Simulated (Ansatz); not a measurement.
A structure of MgTe relaxed with PBEsol (plane waves to 420 eV, PAW, scalar-relativistic; Ansatz, a quantum-chemistry and plane-wave program); single points at other levels follow on the same geometry (Ansatz, PAW; HSE06 at 420 eV on a 6×6×2 k-mesh; no spin-orbit coupling). Space group P6₃mc (No. 186).

```yaml
crystal:
  lattice:
    - [4.55750, 0.00000, 0.00000]
    - [-2.27875, 3.94691, 0.00000]
    - [0.00000, 0.00000, 14.83964]
  atoms:
    - { symbol: Mg, position: [0.00000, 0.00000, 0.00065] }
    - { symbol: Mg, position: [0.00000, 0.00000, 0.50065] }
    - { symbol: Mg, position: [0.66667, 0.33333, 0.75018] }
    - { symbol: Mg, position: [0.33333, 0.66667, 0.25018] }
    - { symbol: Te, position: [0.00000, 0.00000, 0.81260] }
    - { symbol: Te, position: [0.00000, 0.00000, 0.31260] }
    - { symbol: Te, position: [0.66667, 0.33333, 0.56221] }
    - { symbol: Te, position: [0.33333, 0.66667, 0.06221] }
```

| level | gap (eV) | kind | conduction minimum |
|---|---|---|---|
| PBEsol | 2.36 | direct | Γ |
| HSE06 | 3.35 | – | Γ |

No spin polarisation in the result.

The run could not lose the symmetry of its start.

The first start was generated by placing the elements on the sites of a structure type. A measured structure of MgTe has the same space group, P6₃mc (No. 186); the sites were not compared with it. Another known form has space group No. 216.
